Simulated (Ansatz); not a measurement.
Relaxed-ion elastic tensor of CaSnS3 in space group R-3 (No. 148; Ca on 6c, Sn on 6c, S on 18f) in GPa (Voigt order), PBEsol (plane waves, PAW; program Ansatz); density 3.60 g/cm³, 23.54 Å³ per atom.

|  | 1 | 2 | 3 | 4 | 5 | 6 |
|---|---|---|---|---|---|---|
| 1 | 102 | 57.3 | 41.0 | -0.9 | -7.9 | 0.0 |
| 2 | 57.3 | 102 | 41.0 | 0.9 | 7.9 | 0.0 |
| 3 | 41.0 | 41.0 | 79.0 | 0.0 | 0.0 | 0.0 |
| 4 | -0.9 | 0.9 | 0.0 | 24.3 | 0.0 | 7.9 |
| 5 | -7.9 | 7.9 | 0.0 | 0.0 | 24.3 | -0.9 |
| 6 | 0.0 | 0.0 | 0.0 | 7.9 | -0.9 | 22.4 |

Question: Is the crystal mechanically stable?

Answer: Yes: the smallest eigenvalue of C is 15.4 GPa.

Question: Work out the Voigt, Reuss and Hill averages.

Answer: K_V = 62.5, K_R = 60.2, K_H = 61.3; G_V = 23.8, G_R = 21.4, G_H = 22.6 GPa.

Question: Give Young's modulus, Poisson's ratio, Pugh's ratio and the universal anisotropy index.

Answer: E = 9KG/(3K + G) = 60.4 GPa; ν = 0.34; K/G = 2.71 (ductile by the Pugh limit of 1.75); A_U = 5G_V/G_R + K_V/K_R − 6 = 0.61.

Question: Estimate the sound speeds and the Debye temperature.

Answer: v_l = √((K + 4G/3)/ρ) = 5040 m/s, v_t = √(G/ρ) = 2510 m/s, mean 2810 m/s; Θ = (h/k)(3n/4πV)^(1/3) v_m = 292 K.

Question: Solve the Christoffel equation for the three sound speeds along x, y, z.

Answer: Eigenvalues of C_ijkl n_j n_l equal ρv². In km/s, slowest first: x 2.47, 2.59, 5.35; y 2.07, 2.95, 5.33; z 2.60, 2.60, 4.69.

Question: How much does each axis shrink under pressure?

Answer: Linear compressibilities β_i = Σ_j S_ij (j = 1 to 3): x 4.1, y 4.1, z 8.4 per TPa.

The first step of the workflow began from a Materials Project structure, measured or hypothetical; the Crystallography Open Database copy checked does not list it. Whether it is the stable phase at ambient conditions was not checked. The PBEsol relaxation kept the symmetry of its start; of distortions, only those at the zone centre were tested. Scalar-relativistic: spin–orbit coupling is off unless named, which matters more the heavier the elements.

Potentials: the later of the program's two PAW sets.
